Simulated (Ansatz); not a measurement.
System: InP (zinc blende type), 2 atoms in the cell.

```
In P
1.0
     0.00000    2.98000    2.98000
     2.98000    0.00000    2.98000
     2.98000    2.98000    0.00000
In P
1 1
Direct
  0.00000 0.00000 0.00000
  0.25000 0.25000 0.25000
```

The calculation used HSE06, plane waves, all-electron PAW datasets generated for the crystal, point nucleus (Ansatz).

Cutoff 270 eV; exchange singularity: regularized; k-mesh 6×6×6 Γ-centred; Fermi–Dirac smearing of 0.02 eV; no spin polarisation; no spin–orbit coupling.

(1) How large is the gap on this mesh, is it direct, and where do the band edges lie (fractions of the reciprocal vectors of this cell)?

(2) List the levels near the gap at (0.000, 0.000, 0.000), (0.000, 0.000, 0.333), (0.000, 0.167, 0.333), (0.000, 0.333, -0.500), in eV from the top of the valence band (v1 is the highest filled band, c1 the lowest empty one).

Answers

(1) 1.19 eV, direct at (0.000, 0.000, 0.000).

(2) 
| k | v4 | v3 | v2 | v1 | c1 |
| --- | --- | --- | --- | --- | --- |
| (0.000, 0.000, 0.000) | -12.39 | 0.00 | 0.00 | 0.00 | 1.19 |
| (0.000, 0.000, 0.333) | -11.27 | -4.77 | -0.78 | -0.78 | 2.28 |
| (0.000, 0.167, 0.333) | -11.32 | -4.14 | -1.49 | -1.32 | 3.39 |
| (0.000, 0.333, -0.500) | -10.24 | -5.66 | -2.82 | -2.08 | 2.94 |

Spin–orbit coupling is left out; with heavy elements it can shift the gap and split levels by tenths of an eV.
